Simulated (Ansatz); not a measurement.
Ga₃Sb₂As, ordered on the zincblende lattice (I-4m2) with 6 atoms a cell, relaxed with r2SCAN. Space group I-4m2 (No. 119), tetragonal; conventional cell a = 4.230 Å, c = 17.935 Å, 26.75 Å³ an atom. As has 4 Ga at 2.51 Å; Ga has 2 As at 2.51 Å and 2 Sb at 2.63 Å; Sb has 4 Ga at 2.63 Å; Ga has 4 Sb at 2.63 Å.

```cif
data_structure
_symmetry_space_group_name_H-M 'I-4m2'
_symmetry_Int_Tables_number 119
_cell_length_a 4.2304
_cell_length_b 4.2304
_cell_length_c 17.9352
_cell_angle_alpha 90.000
_cell_angle_beta 90.000
_cell_angle_gamma 90.000
_cell_volume 320.97
loop_
_atom_site_label
_atom_site_type_symbol
_atom_site_symmetry_multiplicity
_atom_site_Wyckoff_symbol
_atom_site_fract_x
_atom_site_fract_y
_atom_site_fract_z
_atom_site_occupancy
As1 As 2 a 0.00000 0.00000 0.00000 1
Ga1 Ga 4 f 0.00000 0.50000 0.07585 1
Sb1 Sb 4 e 0.50000 0.50000 0.16299 1
Ga2 Ga 2 d 0.50000 0.00000 0.25000 1
```

3 runs of the plane-wave code Ansatz on this cell differ in the functional (and in the settings that go with it). Levels are in eV from each run's valence top; v1 is the last filled band, c1 the first empty one.

Run A, mean stress +0.3 GPa (compression positive):
```tsv
point	v2	v1	c1	c2
Γ	0.00	0.00	0.64	1.53
X	-2.86	-2.82	1.63	1.78
P	-3.06	-2.91	2.14	2.17
N	-1.04	-0.98	1.01	2.40
```

Run B, mean stress 0.0 GPa (compression positive):
```tsv
point	v2	v1	c1	c2
Γ	0.00	0.00	0.30	1.20
X	-2.75	-2.71	1.31	1.51
P	-2.94	-2.80	1.81	1.83
N	-1.01	-0.95	0.68	2.01
```

Run C, mean stress +2.2 GPa (compression positive):
```tsv
point	v2	v1	c1	c2
Γ	-0.09	0.00	0.00	0.98
X	-2.63	-2.60	1.08	1.27
P	-2.82	-2.69	1.56	1.58
N	-0.97	-0.91	0.39	1.71
```

Task: Match the runs to PBE, r2SCAN, HSE06.

Result: A is HSE06, B is r2SCAN, C is PBE. In order of the gap: PBE 0, r2SCAN 0.30, HSE06 0.64 eV.

Values at 0 K without nuclear motion; spin polarisation is off, and the phase may be a hypothetical one.

Spin-orbit coupling is left out, which matters wherever the heavy atoms make up the band edges.

The program warns that its thresholds are loose for a hybrid's stress.
